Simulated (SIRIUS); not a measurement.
SIRIUS run on ZnO (P6_3mc, 4 atoms in the cell; from Materials Project mp-2133): self-consistent single point.

Method: Wu-Cohen GGA, GBRV PBE ultrasoft pseudopotentials (plane waves; SIRIUS).

```
ZnO
1.0
    3.23735     0.00000     0.00000
   -1.61868     2.80363     0.00000
    0.00000     0.00000     5.22206
Zn O
2 2
Direct
  0.66667   0.33333   0.50059
  0.33333   0.66667   0.00059
  0.66667   0.33333   0.87972
  0.33333   0.66667   0.37972
```

Reference input (self-consistent single point, DFT, LDA (PW92), plane waves, GBRV LDA ultrasoft pseudopotentials): parameters.ngridk = 6 6 4; parameters.xc_functionals = [XC_LDA_X, XC_LDA_C_PW]; parameters.gk_cutoff = 6.325 1/bohr; parameters.pw_cutoff = 14.143 1/bohr; parameters.smearing = gaussian; parameters.smearing_width = 0.000367493 Ha; potentials = GBRV LDA ultrasoft pseudopotentials; parameters.electronic_structure_method = pseudopotential; parameters.num_bands = 31; parameters.num_mag_dims = 0; parameters.num_dft_iter = 100; parameters.energy_tol = 1e-07 Ha. This run's input differs from it in these lines:

```diff
@@ -13,3 +13,3 @@
     "electronic_structure_method": "pseudopotential",
-    "xc_functionals": ["XC_LDA_X", "XC_LDA_C_PW"],
+    "xc_functionals": ["XC_GGA_X_WC", "XC_GGA_C_PBE"],
     "gk_cutoff": 6.325,
@@ -40,4 +40,4 @@
     "atom_files": {
-      "Zn": "zn_lda_v1.uspp.F.UPF.json",
-      "O": "o_lda_v1.2.uspp.F.UPF.json"
+      "Zn": "zn_pbe_v1.uspp.F.UPF.json",
+      "O": "o_pbe_v1.2.uspp.F.UPF.json"
     },
```

Output, abridged:

```
[find] density tolerance         : 1e-06
[find] total energy tolerance    : 1e-07
[find] iter_solver_tol (initial) : 0.01
[find] iter_solver_tol (target)  : 1e-13
[find] num_dft_iter              : 100
Charges and magnetic moments
--------------------------------------------------------------------------------
total charge          : 52.000000
[find] | SCF iteration   0 out of 100|
[diagonalize] iterative solver tolerance (occupied, empty): 0.01 0.01
[diagonalize] average number of iterations: 2.19048
[find] Charges and magnetic moments
[find] total charge          : 52.000000
[find] Energy
   [... lines left out ...]

[find] Charges and magnetic moments
[find] total charge          : 52.000000
[find] Energy
[find] smearing (-TS)                 :       0.00000000
[find] Total energy                   :    -493.67414925 (Ha),    -987.34829850 (Ry)
[find] Free energy (E-TS)             :    -493.67414925 (Ha),    -987.34829850 (Ry)
[find] band gap (eV)                  :       0.65573535
[find] Efermi                         :       0.33115372
[find] iteration : 13, RMS (target) : 6.1693e-07 (1.0000e-06) , energy difference (target) : -1.2108e-11 (1.0000e-07)
[find] bands are converged : true
[find] iterative solver converged : false
[find] converged after 14 SCF iterations!
[find] Charges and magnetic moments
[find] total charge          : 52.000000
[find] Energy
[find] smearing (-TS)                 :       0.00000000
[find] Total energy                   :    -493.67414925 (Ha),    -987.34829850 (Ry)
[find] Free energy (E-TS)             :    -493.67414925 (Ha),    -987.34829850 (Ry)
[find] band gap (eV)                  :       0.65573535
[find] Efermi                         :       0.33115372
[ground_state] === stress tensor components [kbar] ===
[ground_state] === stress_total ===
[ground_state]    -1.424751    0.000000    0.000000
[ground_state]     0.000000   -1.424751   -0.000000
[ground_state]     0.000000   -0.000000   -2.124260
[ground_state] ==== total Forces in Ha/bohr =====
[ground_state] atom:    0, force:      -0.0000000     -0.0000000      0.0000139
[ground_state] atom:    1, force:       0.0000000      0.0000000      0.0000139
[ground_state] atom:    2, force:       0.0000000     -0.0000000     -0.0000103
[ground_state] atom:    3, force:      -0.0000000      0.0000000     -0.0000103
```

The run converged in 14 iterations. SIRIUS prints the stress tensor with tension positive. Against the reference run the pressure goes from -5.72 to 0.17 GPa, the largest force hardly changes (0.002 to 0.001 eV/Å) and the gap on the mesh goes from 0.746 to 0.656 eV.

The potentials were made for another functional than the one used. The structure comes from a collection of computed structures, made at another level of theory; the collection holds predicted forms beside known ones.

Cost on one core: around 18 core-seconds (rough).

The gap that the log prints is read on the run's mesh, which can miss the band edges or a crossing.
